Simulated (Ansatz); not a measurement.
BeS:
```yaml
crystal:
  lattice:
    - [0.00000, 2.31463, 2.31463]
    - [2.31463, 0.00000, 2.31463]
    - [2.31463, 2.31463, 0.00000]
  atoms:
    - { symbol: S, position: [0.00000, 0.00000, 0.00000] }
    - { symbol: Be, position: [0.50000, 0.50000, 0.50000] }
```

Relaxed with PBE. Special points in fractions of this cell's reciprocal vectors: Γ (0.000, 0.000, 0.000); X (0.500, 0.000, 0.500); U (0.625, 0.250, 0.625); K (0.375, 0.375, 0.750); L (0.500, 0.500, 0.500); W (0.500, 0.250, 0.750).

Question: List the band energies nearest the valence-band maximum at these points for PBE (plane waves, PAW; program Ansatz).

Answer: In eV from the valence-band maximum; about four levels below and three above (degenerate sets whole), none deeper than 8.9 eV; points with the same levels are listed once.

```
k              below                  above
-  -----------------  ---------------------
Γ  -0.31 -0.31 -0.31    5.31 8.73 8.73 8.73
X  -6.81 -3.19 -3.19  0.97 4.29 11.79 11.79
U  -6.10 -5.18 -2.51         2.23 7.47 8.07
L  -7.25 -0.52 -0.52         3.91 3.91 4.12
W  -5.45 -5.45 -3.96    4.90 5.51 9.23 9.23
```

Space group Fm-3m (rock salt). A made-up cell: these elements were put on the sites of a structure type; neither database checked (COD, Materials Project) lists it. COD files the formula under space group No. 216, so this cell is another polymorph or a model. Its standing as an ambient phase is unchecked. The cell was relaxed with PBE under the symmetry of its start; whether a distortion lowers the energy is not shown.

Potentials: the later of the program's two PAW sets.
